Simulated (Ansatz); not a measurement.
Pb2Au, in the lowest among the structures calculated here: I4/mcm (No. 140), tI12; a = 7.324 Å, b = 7.324 Å, c = 5.675 Å, α = 90.00°, β = 90.00°, γ = 90.00°; Pb 8h (0.160, 0.340, 0.000); Au 4a (0.000, 0.000, 0.250). These are PBEsol (plane waves to 420 eV, PAW, scalar-relativistic; Ansatz, a program for electronic structure) values and carry that method's errors. Element references, the lowest calculated here: Au (Fm-3m), Pb (Fm-3m).

Total energies (eV/atom, σ → 0; comparable only within this code, potentials and settings):

```tsv
phase	E (eV/atom)
Pb2Au (I4/mcm)	-12172.404
Au (Fm-3m)	-13007.100
Pb (Fm-3m)	-11754.947
```

What is the formation energy of this I4/mcm form of Pb2Au from the elements?

E_f = -12172.404 − [2 × (-11754.947) + 1 × (-13007.100)] / 3 = -0.07 eV/atom (-0.2 eV per formula unit).

Static energies, no anion corrections, no zero-point energy. Values are rounded to 0.01 eV/atom. Spin-orbit coupling is missing from these energies, which matters for elements this heavy. The compounds carry no spin polarisation.
